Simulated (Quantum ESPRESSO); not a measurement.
# AlZnMgS3Cl: one run as intended and one with a planted mistake

A calculation, not a measurement. The program is pw.x of Quantum ESPRESSO 7.5 (plane-wave density functional theory). The cell is made up: 7 atoms on a zincblende/diamond lattice with one site empty, with randomly drawn elements, strain and displacements, not relaxed. PseudoDojo standard norm-conserving files (v0.5 for PBE, v0.4.1 for LDA and PBEsol) set the functional; there is no spin polarisation, spin-orbit coupling or dispersion term, and the masses in the input are unused placeholders.

Intended input:

```
&control calculation='scf', pseudo_dir='./dojo.nc.sr.pbe.v0_5.standard.upf', outdir='./o', disk_io='medium', tprnfor=.true., tstress=.true. /
&system ibrav=0, nat=7, ntyp=5, nbnd=35, ecutwfc=84.00895049, nosym=.true., tot_charge=0,
 occupations='smearing', smearing='fd', degauss=0.0018374661
/
&electrons conv_thr=7.350e-09, electron_maxstep=60, /
ATOMIC_SPECIES
Al 1.0 Al.upf
Cl 1.0 Cl.upf
Mg 1.0 Mg.upf
S 1.0 S.upf
Zn 1.0 Zn.upf
CELL_PARAMETERS angstrom
5.4806 0.0 0.0
0.0 5.4806 0.0
0.0 0.0 5.4806
ATOMIC_POSITIONS angstrom
Al -0.0026 -0.082 0.0022
Zn -0.1008 2.7817 2.7481
Mg 2.7566 2.776 -0.0327
S 1.4115 1.4428 1.3686
S 1.3453 4.0966 4.0303
Cl 4.1539 1.3988 4.1338
S 4.0563 4.1251 1.3289
K_POINTS automatic
4 4 4 1 1 1
```

The log is shortened where brackets say so; the opening notice, blank lines, dates and the lines on written files are dropped, and the path of the files is cut. It prints rydbergs, bohrs and kilobars, and counts compression as positive stress. Where no state is partly filled, the Fermi energy that it prints is only some level between the filled and the empty states on the mesh, and need not lie in the true gap.

Log of the intended run:

```
     Program PWSCF v.7.5
     Parallel version (MPI & OpenMP), running on       1 processor cores
     Number of MPI processes:                 1
     Threads/MPI process:                     1
     [start-up lines left out]
     bravais-lattice index     =            0
     lattice parameter (alat)  =      10.3568  a.u.
     unit-cell volume          =    1110.9152 (a.u.)^3
     number of atoms/cell      =            7
     number of atomic types    =            5
     number of electrons       =        58.00
     number of Kohn-Sham states=           35
     kinetic-energy cutoff     =      84.0090  Ry
     charge density cutoff     =     336.0358  Ry
     scf convergence threshold =      7.3E-09
     mixing beta               =       0.7000
     number of iterations used =            8  plain     mixing
     Exchange-correlation= PBE
                           (   1   4   3   4   0   0   0)
     [axes and pseudopotential details left out]
   Cartesian axes
     site n.     atom                  positions (alat units)
         1        Al     tau(   1) = (  -0.0004744  -0.0149619   0.0004014  )
         2        Zn     tau(   2) = (  -0.0183921   0.5075539   0.5014232  )
         3        Mg     tau(   3) = (   0.5029741   0.5065139  -0.0059665  )
         4        S      tau(   4) = (   0.2575448   0.2632558   0.2497172  )
         5        S      tau(   5) = (   0.2454658   0.7474729   0.7353757  )
         6        Cl     tau(   6) = (   0.7579280   0.2552275   0.7542605  )
         7        S      tau(   7) = (   0.7401197   0.7526731   0.2424735  )
     number of k points=    32  Fermi-Dirac smearing, width (Ry)=  0.0018
                       cart. coord. in units 2pi/alat
        k(    1) = (   0.1250000   0.1250000   0.1250000), wk =   0.0625000
        k(    2) = (   0.1250000   0.1250000   0.3750000), wk =   0.0625000
     [further k points left out]
     Dense  grid:   115505 G-vectors     FFT dimensions: (  64,  64,  64)
     Estimated max dynamical RAM per process >     151.91 MB
     Initial potential from superposition of free atoms
     starting charge      57.9965, renormalised to      58.0000
     Starting wfcs are   35 randomized atomic wfcs
     total cpu time spent up to now is       15.6 secs
     per-process dynamical memory:   105.2 Mb
     Self-consistent Calculation
     iteration #  1     ecut=    84.01 Ry     beta= 0.70
     Davidson diagonalization with overlap
     ethr =  1.00E-02,  avg # of iterations =  4.3
     Threshold (ethr) on eigenvalues was too large:
     Diagonalizing with lowered threshold
     Davidson diagonalization with overlap
     ethr =  8.62E-04,  avg # of iterations =  1.0
     total cpu time spent up to now is       77.5 secs
     total energy              =    -640.65124935 Ry
     estimated scf accuracy    <       0.48605877 Ry
     iteration #  2     ecut=    84.01 Ry     beta= 0.70
     Davidson diagonalization with overlap
     ethr =  8.38E-04,  avg # of iterations =  4.4
     total cpu time spent up to now is      112.1 secs
     total energy              =    -640.76954651 Ry
     estimated scf accuracy    <       0.28333720 Ry
     [iterations 3 to 8 left out]
     iteration #  9     ecut=    84.01 Ry     beta= 0.70
     Davidson diagonalization with overlap
     ethr =  1.22E-10,  avg # of iterations =  4.0
     total cpu time spent up to now is      342.3 secs
     total energy              =    -640.83426573 Ry
     estimated scf accuracy    <       0.00000002 Ry
     iteration # 10     ecut=    84.01 Ry     beta= 0.70
     Davidson diagonalization with overlap
     ethr =  3.98E-11,  avg # of iterations =  2.0
     total cpu time spent up to now is      369.1 secs
     End of self-consistent calculation
     [lines on levels left out]
     the Fermi energy is     5.2581 ev
!    total energy              =    -640.83426574 Ry
     estimated scf accuracy    <          1.5E-09 Ry
     smearing contrib. (-TS)   =      -0.00000000 Ry
     internal energy E=F+TS    =    -640.83426574 Ry
     The total energy is F=E-TS. E is the sum of the following terms:
     one-electron contribution =    -573.64819535 Ry
     hartree contribution      =     295.41266227 Ry
     xc contribution           =     -90.80051597 Ry
     ewald contribution        =    -271.79821669 Ry
     convergence has been achieved in  10 iterations
     Forces acting on atoms (cartesian axes, Ry/au):
     atom    1 type  1   force =     0.05436808   -0.01215319    0.03505565
     atom    2 type  5   force =     0.04703505    0.02196115   -0.04394006
     atom    3 type  3   force =    -0.03313197    0.00636185    0.00299069
     atom    4 type  4   force =    -0.06189327   -0.05165105   -0.00832723
     atom    5 type  4   force =    -0.03762560    0.03888585    0.00865929
     atom    6 type  2   force =     0.00138858   -0.04496458    0.00027633
     atom    7 type  4   force =     0.02985914    0.04155997    0.00528533
     Total force =     0.156033     Total SCF correction =     0.000095
     Computing stress (Cartesian axis) and pressure
          total   stress  (Ry/bohr**3)                   (kbar)     P=      -10.65
  -0.00005627  -0.00000843  -0.00001340           -8.28       -1.24       -1.97
  -0.00000843  -0.00009132  -0.00012277           -1.24      -13.43      -18.06
  -0.00001340  -0.00012277  -0.00006952           -1.97      -18.06      -10.23
     init_run     :     11.46s CPU     15.52s WALL (       1 calls)
     electrons    :    329.89s CPU    353.53s WALL (       1 calls)
     forces       :      4.28s CPU      4.32s WALL (       1 calls)
     stress       :     14.74s CPU     14.84s WALL (       1 calls)
     [timing details left out]
     PWSCF        :   6m 0.60s CPU   6m29.18s WALL
     JOB DONE.
```

A second run has one planted mistake: the files are those of another functional. The input lines that differ, file-writing options aside:

```
- &control calculation='scf', pseudo_dir='./dojo.nc.sr.pbe.v0_5.standard.upf', outdir='./o', disk_io='medium', tprnfor=.true., tstress=.true. /
+ &control calculation='scf', pseudo_dir='./dojo.nc.sr.lda.v0_4_1.standard.upf', outdir='./o', disk_io='medium', tprnfor=.true., tstress=.true. /
```

Its log:

```
     Program PWSCF v.7.5
     Parallel version (MPI & OpenMP), running on       1 processor cores
     Number of MPI processes:                 1
     Threads/MPI process:                     1
     [start-up lines left out]
     bravais-lattice index     =            0
     lattice parameter (alat)  =      10.3568  a.u.
     unit-cell volume          =    1110.9152 (a.u.)^3
     number of atoms/cell      =            7
     number of atomic types    =            5
     number of electrons       =        58.00
     number of Kohn-Sham states=           35
     kinetic-energy cutoff     =      84.0090  Ry
     charge density cutoff     =     336.0358  Ry
     scf convergence threshold =      7.3E-09
     mixing beta               =       0.7000
     number of iterations used =            8  plain     mixing
     Exchange-correlation= SLA  PW   NOGX NOGC
                           (   1   4   0   0   0   0   0)
     [axes and pseudopotential details left out]
   Cartesian axes
     site n.     atom                  positions (alat units)
         1        Al     tau(   1) = (  -0.0004744  -0.0149619   0.0004014  )
         2        Zn     tau(   2) = (  -0.0183921   0.5075539   0.5014232  )
         3        Mg     tau(   3) = (   0.5029741   0.5065139  -0.0059665  )
         4        S      tau(   4) = (   0.2575448   0.2632558   0.2497172  )
         5        S      tau(   5) = (   0.2454658   0.7474729   0.7353757  )
         6        Cl     tau(   6) = (   0.7579280   0.2552275   0.7542605  )
         7        S      tau(   7) = (   0.7401197   0.7526731   0.2424735  )
     number of k points=    32  Fermi-Dirac smearing, width (Ry)=  0.0018
                       cart. coord. in units 2pi/alat
        k(    1) = (   0.1250000   0.1250000   0.1250000), wk =   0.0625000
        k(    2) = (   0.1250000   0.1250000   0.3750000), wk =   0.0625000
     [further k points left out]
     Dense  grid:   115505 G-vectors     FFT dimensions: (  64,  64,  64)
     Estimated max dynamical RAM per process >     151.91 MB
     Initial potential from superposition of free atoms
     starting charge      57.9969, renormalised to      58.0000
     Starting wfcs are   35 randomized atomic wfcs
     total cpu time spent up to now is        8.0 secs
     per-process dynamical memory:   105.2 Mb
     Self-consistent Calculation
     iteration #  1     ecut=    84.01 Ry     beta= 0.70
     Davidson diagonalization with overlap
     ethr =  1.00E-02,  avg # of iterations =  4.2
     Threshold (ethr) on eigenvalues was too large:
     Diagonalizing with lowered threshold
     Davidson diagonalization with overlap
     ethr =  8.18E-04,  avg # of iterations =  1.0
     total cpu time spent up to now is       65.3 secs
     total energy              =    -640.58677249 Ry
     estimated scf accuracy    <       0.46108087 Ry
     iteration #  2     ecut=    84.01 Ry     beta= 0.70
     Davidson diagonalization with overlap
     ethr =  7.95E-04,  avg # of iterations =  4.4
     total cpu time spent up to now is       94.0 secs
     total energy              =    -640.69693354 Ry
     estimated scf accuracy    <       0.30281309 Ry
     [iterations 3 to 8 left out]
     iteration #  9     ecut=    84.01 Ry     beta= 0.70
     Davidson diagonalization with overlap
     ethr =  1.11E-10,  avg # of iterations =  3.2
     total cpu time spent up to now is      380.4 secs
     total energy              =    -640.76577692 Ry
     estimated scf accuracy    <       0.00000002 Ry
     iteration # 10     ecut=    84.01 Ry     beta= 0.70
     Davidson diagonalization with overlap
     ethr =  2.79E-11,  avg # of iterations =  2.0
     total cpu time spent up to now is      423.4 secs
     End of self-consistent calculation
     [lines on levels left out]
     the Fermi energy is     4.8558 ev
!    total energy              =    -640.76577693 Ry
     estimated scf accuracy    <          8.9E-10 Ry
     smearing contrib. (-TS)   =      -0.00000000 Ry
     internal energy E=F+TS    =    -640.76577693 Ry
     The total energy is F=E-TS. E is the sum of the following terms:
     one-electron contribution =    -573.99414144 Ry
     hartree contribution      =     294.73909082 Ry
     xc contribution           =     -89.71250961 Ry
     ewald contribution        =    -271.79821669 Ry
     convergence has been achieved in  10 iterations
     Forces acting on atoms (cartesian axes, Ry/au):
     atom    1 type  1   force =     0.05219468   -0.01228140    0.03373996
     atom    2 type  5   force =     0.04639398    0.02172883   -0.04118478
     atom    3 type  3   force =    -0.03154519    0.00597626    0.00313286
     atom    4 type  4   force =    -0.06502160   -0.04491890   -0.00685793
     atom    5 type  4   force =    -0.04359971    0.03160108    0.00666467
     atom    6 type  2   force =     0.00730931   -0.03622809   -0.00188450
     atom    7 type  4   force =     0.03426853    0.03412222    0.00638971
     Total force =     0.149534     Total SCF correction =     0.000078
     Computing stress (Cartesian axis) and pressure
          total   stress  (Ry/bohr**3)                   (kbar)     P=      -47.73
  -0.00030708  -0.00001147  -0.00001022          -45.17       -1.69       -1.50
  -0.00001147  -0.00034025  -0.00011303           -1.69      -50.05      -16.63
  -0.00001022  -0.00011303  -0.00032615           -1.50      -16.63      -47.98
     init_run     :      7.75s CPU      7.86s WALL (       1 calls)
     electrons    :    391.15s CPU    415.51s WALL (       1 calls)
     forces       :      4.34s CPU      4.42s WALL (       1 calls)
     stress       :     14.37s CPU     14.52s WALL (       1 calls)
     [timing details left out]
     PWSCF        :   6m58.11s CPU   7m24.14s WALL
     JOB DONE.
```

|  | intended run | run with the mistake |
| --- | --- | --- |
| free energy (eV) | -8718.994 | -8718.063 |
| smearing term -TS (eV) | 0.0000 | 0.0000 |
| pressure (GPa) | -1.06 | -4.77 |
| largest force component (eV/Å) | 1.591 | 1.672 |
| largest change of a force component (eV/Å) |  | 0.225 |
| iterations | 10 | 10 |

For scale, a rerun of the intended cell at 1437 eV and a 6 x 6 x 6 mesh moved values by no more than 0.002 eV in energy, 0.02 GPa in stress and 0.002 eV/Å in force. Files of another functional have another zero of energy, so the energy change says nothing on stability.